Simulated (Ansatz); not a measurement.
Ta₂O₅:
```xyz
14
Lattice="6.4099 2.4327 0.0000 -6.4099 2.4327 0.0000 -1.3203 0.0000 5.3722" Properties=species:S:1:pos:R:3 pbc="T T T"
Ta     0.7869     1.1987     4.1154
Ta    -2.7673     1.1987     3.9429
Ta    -2.1072     3.6667     1.2568
Ta     1.4470     3.6667     1.4293
O     -2.1062     2.6993     2.8195
O      0.1258     2.6993     5.2388
O      0.7859     2.1661     2.5527
O     -1.4461     2.1661     0.1334
O      2.6312     2.0891     4.6869
O     -4.6116     2.0891     3.3714
O     -3.9515     2.7763     0.6853
O      3.2913     2.7763     2.0008
O     -0.9902     0.5017     4.0292
O     -0.3301     4.3637     1.3431
```

Relaxed with r²SCAN.

### Question
Give the Bader charges and basin volumes of the independent atoms, r²SCAN in the plane-wave PAW code Ansatz.

### Answer


```
atom  Bader charge (e)  Bader volume (Å³)
----  ----------------  -----------------
Ta1              +3.05                9.2
O5               -1.16               13.4
O9               -1.30               12.3
O13              -1.18               14.0
```

Space group C2/c. The start of the workflow was typed in or built on a structure type; neither database checked (COD, Materials Project) lists it. COD files the formula under space group No. 49. Whether it is the stable phase at ambient conditions was not checked. The cell was relaxed with r²SCAN under the symmetry of its start; its stability against distortions is not shown here. No spin polarisation was allowed. Spin–orbit coupling is left out wherever it is not named.

Potentials: the earlier of the program's two PAW sets. The files were generated under PBE; for other functionals the program regenerates the frozen cores, and for LDA and PBEsol the local potential too.
